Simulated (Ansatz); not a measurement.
The cell below belongs to a search over invented structures; it isn't taken from experiment.

Input and command of a plane-wave DFT calculation in Ansatz:

```yaml
crystal:
  lattice:
    - [6.352930743, 0.0, 0.0]
    - [-3.1764653715, 5.5017994119, 0.0]
    - [0.0, 0.0, 8.5954268253]
  atoms:
    - { symbol: Tl, position: [0.3333333333, 0.6666666667, 0.8118043968] }
    - { symbol: Tl, position: [0.3333333333, 0.6666666667, 0.1881956032] }
    - { symbol: Tl, position: [0.6666666667, 0.3333333333, 0.1881956032] }
    - { symbol: Tl, position: [0.6666666667, 0.3333333333, 0.8118043968] }
    - { symbol: Sn, position: [0.5, 0.0, 0.5] }
    - { symbol: Sn, position: [0.0, 0.5, 0.5] }
    - { symbol: Sn, position: [0.5, 0.5, 0.5] }
basis:
  ecutwfc: 420
kpoints:
  mp_grid: { grid: [6, 6, 6] }
hamiltonian:
  xc: pbe
scf:
  occupations: { method: gaussian, width: 0.1 }
output:
  forces: true
  stress: true
  eigenvalues: true
  write_density: true
  write_potential: true
  elf: true
  volumetric_format: npy
relax:
  adjacent_minimum: "off"
  f_tol: 0.01
  max_steps: 80
  cell: { stress_tol: 0.05 }
```

```bash
ansatz run input.yaml --threads 1 --pin off --max-ram 2560MiB --backend cpu --events-out ev --progress --plain --runs-dir out
```

Processor: Intel(R) Xeon(R) CPU @ 2.80GHz (Skylake/Cascade Lake), 1 thread, on a host shared with other jobs.

Question: How long does it run, and how much memory does it take?

Answer: About 78 s, peak memory 0.78 GiB. It solves 57 bands at 28 k points (after reduction by symmetry) with about 5897 plane waves (on the last cell), in 23 SCF iterations over 4 ionic steps.
